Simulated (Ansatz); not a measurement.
Relaxed-ion elastic tensor of ZnAg in space group P-6m2 (No. 187; Zn on 1a, Ag on 1d) in GPa (Voigt order), r²SCAN in the plane-wave PAW code Ansatz; density 9.14 g/cm³, 15.74 Å³ per atom.

```tsv
	1	2	3	4	5	6
1	131	86.4	76.7	0.0	0.0	0.0
2	86.4	131	76.7	0.0	0.0	0.0
3	76.7	76.7	171	0.0	0.0	0.0
4	0.0	0.0	0.0	33.7	0.0	0.0
5	0.0	0.0	0.0	0.0	33.7	0.0
6	0.0	0.0	0.0	0.0	0.0	22.2
```

**Question.** Is the crystal mechanically stable?

**Answer.** Yes: the smallest eigenvalue of C is 22.2 GPa.

**Question.** Work out the Voigt, Reuss and Hill averages.

**Answer.** K_V = 101, K_R = 101, K_H = 101; G_V = 30.8, G_R = 28.8, G_H = 29.8 GPa.

**Question.** Give Young's modulus, Poisson's ratio, Pugh's ratio and the universal anisotropy index.

**Answer.** E = 9KG/(3K + G) = 81.4 GPa; ν = 0.37; K/G = 3.39 (ductile by the Pugh limit of 1.75); A_U = 5G_V/G_R + K_V/K_R − 6 = 0.34.

**Question.** Estimate the sound speeds and the Debye temperature.

**Answer.** v_l = √((K + 4G/3)/ρ) = 3920 m/s, v_t = √(G/ρ) = 1810 m/s, mean 2040 m/s; Θ = (h/k)(3n/4πV)^(1/3) v_m = 242 K.

**Question.** How much does each axis shrink under pressure?

**Answer.** Linear compressibilities β_i = Σ_j S_ij (j = 1 to 3): x 3.7, y 3.7, z 2.5 per TPa.

The workflow started from a Materials Project entry (that database holds measured and hypothetical structures alike); the Crystallography Open Database copy checked does not list it. COD files the formula under space group No. 221. With Zn and Ag taken as one species the cell has the higher symmetry P6_3/mmc, so it may be an ordered model of a mixed-site phase. Whether it is the stable phase at ambient conditions was not checked. The cell was relaxed with r²SCAN under the symmetry of its start; its stability against distortions is not shown here. The run is not spin-polarised. As this level gives no gap, shear constants depend on the k-mesh and smearing (Fermi–Dirac, 0.1 eV here).

Potentials: the later of the program's two PAW sets.
